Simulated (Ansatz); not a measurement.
GaCuSe2 (chalcopyrite)

```xyz
8
Lattice="-2.8041 2.8041 5.5488 2.8041 -2.8041 5.5488 2.8041 2.8041 -5.5488" Properties=species:S:1:pos:R:3 pbc="T T T"
Cu     0.0000     2.8041     2.7744
Cu     0.0000     0.0000     0.0000
Ga     2.8041     0.0000     2.7744
Ga     0.0000     0.0000     5.5488
Se     1.4021     1.3815    -1.3872
Se     1.4021     1.4226     4.1616
Se     1.4226    -1.4021     6.9359
Se     1.3815     4.2062     1.3872
```

The slice is a (001) plane (indices of the conventional cell) through the point (0.875, 0.371, 0.996) (fractional), spanned by u = [101] and v = [011] in vectors of this cell: u (5.61 Å) and v (5.61 Å, at 90° to u). It covers one period; positions are fractions (u, v).

The numbers are results of r2SCAN (plane waves to 500 eV, PAW, scalar-relativistic; Ansatz, a quantum-chemistry and plane-wave program), not measurements. k mesh 8×8×8. Near the nuclei the fields are pseudised (PAW); where an atom keeps semicore shells as valence, they peak there. GaCuSe2 is run without spin polarisation. GaCuSe2 was relaxed with its symmetry unable to fall.

### Question
Predict the map of the density of the highest valence band (whole band, smooth part) on the slice.

### Answer
```
|2489853110000000000011358984|
|6788642110000000000011246887|
|7776432110000000000011234677|
|5544321110000000000011123445|
|2222111110000000000011111222|
|1111111000000000000000111111|
|0000000000000000000000000000|
|0000000011111111111110000000|
|0000001111223333322111100000|
|0000001112345555543211100000|
|0000001123577777775321100000|
|0000001124798656897421100000|
|0000001135898424898531100000|
|0000001135897202798531100000|
|0000000135787313787531000000|
|0000000124677434776421000000|
|0000000123456555654321000000|
|0000000012344444443210000000|
|0000000001223333322100000000|
|0000000000112222211000000000|
|1111000000011111110000000111|
|2221110000000000000000011122|
|3333211000000000000000112333|
|5554321000000000000000123455|
|5566532100000000000001235665|
|3477642100000000000001246774|
|0379853100000000000001358973|
|0279853110000000000011358972|
```
Scale: ten equal steps from 0.000 (start of '0') to 0.034 (end of '9'), in the order '0123456789'. Values: density of the highest valence band (whole band, smooth part) in e/Å³. The map has 28 points along u (one character each, u = 0 at the left) and 28 along v (v = 0 in the bottom row).
